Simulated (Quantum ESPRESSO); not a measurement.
## Kohn-Sham bands of SiRu (P2₁3)

```
CELL_PARAMETERS angstrom
      4.70860     0.00000     0.00000
      0.00000     4.70860     0.00000
      0.00000     0.00000     4.70860
ATOMIC_POSITIONS crystal
  Si 0.16242 0.33758 0.66242
  Si 0.33758 0.66242 0.16242
  Si 0.66242 0.16242 0.33758
  Si 0.83758 0.83758 0.83758
  Ru 0.87059 0.62941 0.37059
  Ru 0.62941 0.37059 0.87059
  Ru 0.37059 0.87059 0.62941
  Ru 0.12941 0.12941 0.12941
```

Cell from Materials Project (mp-189), symmetrised, no further relaxation. Not found in the COD (Crystallography Open Database) copy used; not checked further. Computed values, not measurements, from PBEsol: Quantum ESPRESSO (norm-conserving PseudoDojo potentials, cutoff 68 Ry, no spin polarisation, no spin-orbit coupling) on a Γ-centred 4×4×4 mesh, then Wannier90. Density: 8×8×8 mesh, cold smearing 0.01 Ry. The gap is small at this level and was sampled on the meshes and a path alone.

Energies are relative to the valence-band maximum; weights are on the orthonormalised atomic waves of the pseudopotential files, averaged over the group. 80 electrons a cell are treated as valence.

Q: Into which isolated groups do the bands fall, where do they lie and what are they made of?

A: 
```
bands  from (eV)  to (eV)  filling              weight on atomic waves
-----  ---------  -------  -------  ----------------------------------
1–4       -72.61   -72.56   filled                          Ru 4s 94 %
5–16      -42.91   -42.45   filled                          Ru 4p 99 %
17–20     -12.49    -7.62   filled  Si 3s 46 %, Ru 4d 22 %, Si 3p 17 %
21–40      -6.85     0.00   filled              Ru 4d 71 %, Si 3p 22 %
```

The Kohn-Sham gap over both meshes and the path is 0.23 eV.
